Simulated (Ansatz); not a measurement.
Input, command and steps of an Ansatz relaxation.

```yaml
crystal:
  lattice:
    - [4.1132981672, 0.0, 0.0]
    - [0.0, 4.1132981672, 0.0]
    - [0.0, 0.0, 4.1132981672]
  atoms:
    - { symbol: Ti, position: [0.0, 0.5, 0.5] }
    - { symbol: Ti, position: [0.5, 0.0, 0.5] }
    - { symbol: Ti, position: [0.5, 0.5, 0.0] }
    - { symbol: Se, position: [0.0, 0.0, 0.0] }
basis:
  ecutwfc: 420
kpoints:
  mp_grid: { grid: [4, 4, 4] }
hamiltonian:
  xc: pbe
scf:
  occupations: { method: gaussian, width: 0.1 }
  lower_state_search: "off"
output:
  forces: true
  stress: true
  eigenvalues: true
relax:
  adjacent_minimum: "off"
  f_tol: 0.04
  max_steps: 70
  cell: { stress_tol: 0.4 }
```

```bash
ansatz run input.yaml --threads 1 --pin off --max-ram 2560MiB --backend cpu --events-out ev --progress --plain --runs-dir out
```

The calculation used DFT PBE, scalar-relativistic, plane waves, PAW (Ansatz 0.2.0).

Of 5 frames 5 are shown, positions in Å and forces in eV/Å; the SCF threshold varies from step to step. Steps run on the plane waves of an earlier cell, with a Pulay correction in the pressure. The basis is chosen afresh for the last frame, the zero of the energies, and at times for earlier ones too; energy and pressure step there, also at an unchanged geometry.

```xyz
4
Lattice="4.1133 0.0000 0.0000 0.0000 4.1133 0.0000 0.0000 0.0000 4.1133" Properties=species:S:1:pos:R:3:forces:R:3 pbc="T T T" step=1 free_energy_over_end_meV_per_atom=45.13 pressure_GPa=-8.76
Ti    0.0000    2.0566    2.0566    0.0000    0.0000    0.0000
Ti    2.0566    0.0000    2.0566    0.0000    0.0000    0.0000
Ti    2.0566    2.0566    0.0000    0.0000    0.0000    0.0000
Se    0.0000    0.0000    0.0000    0.0000    0.0000    0.0000
4
Lattice="3.9128 0.0000 0.0000 0.0000 3.9128 0.0000 0.0000 0.0000 3.9128" Properties=species:S:1:pos:R:3:forces:R:3 pbc="T T T" step=2 free_energy_over_end_meV_per_atom=20.70 pressure_GPa=7.78
Ti    0.0000    1.9564    1.9564    0.0000    0.0000    0.0000
Ti    1.9564    0.0000    1.9564    0.0000    0.0000    0.0000
Ti    1.9564    1.9564    0.0000    0.0000    0.0000    0.0000
Se    0.0000    0.0000    0.0000    0.0000    0.0000    0.0000
4
Lattice="4.0022 0.0000 0.0000 0.0000 4.0022 0.0000 0.0000 0.0000 4.0022" Properties=species:S:1:pos:R:3:forces:R:3 pbc="T T T" step=3 free_energy_over_end_meV_per_atom=0.27 pressure_GPa=-1.03
Ti    0.0000    2.0011    2.0011    0.0000    0.0000    0.0000
Ti    2.0011    0.0000    2.0011    0.0000    0.0000    0.0000
Ti    2.0011    2.0011    0.0000    0.0000    0.0000    0.0000
Se    0.0000    0.0000    0.0000    0.0000    0.0000    0.0000
4
Lattice="3.9906 0.0000 0.0000 0.0000 3.9906 0.0000 0.0000 0.0000 3.9906" Properties=species:S:1:pos:R:3:forces:R:3 pbc="T T T" step=4 free_energy_over_end_meV_per_atom=-0.21 pressure_GPa=-0.03
Ti    0.0000    1.9953    1.9953    0.0000    0.0000    0.0000
Ti    1.9953    0.0000    1.9953    0.0000    0.0000    0.0000
Ti    1.9953    1.9953    0.0000    0.0000    0.0000    0.0000
Se    0.0000    0.0000    0.0000    0.0000    0.0000    0.0000
4
Lattice="3.9906 0.0000 0.0000 0.0000 3.9906 0.0000 0.0000 0.0000 3.9906" Properties=species:S:1:pos:R:3:forces:R:3 pbc="T T T" step=5 free_energy_over_end_meV_per_atom=0.00 pressure_GPa=-0.01
Ti    0.0000    1.9953    1.9953    0.0000    0.0000    0.0000
Ti    1.9953    0.0000    1.9953    0.0000    0.0000    0.0000
Ti    1.9953    1.9953    0.0000    0.0000    0.0000    0.0000
Se    0.0000    0.0000    0.0000    0.0000    0.0000    0.0000
```

The start puts this composition into another compound's structure type, which needn't suit it. At the end the space group is Pm-3m (tolerance 0.05 Å).

Time: 4.7 s on 1 thread of Intel(R) Xeon(R) 6975P-C (Granite Rapids) (shared host), peak memory 0.37 GiB.

The k mesh is coarse.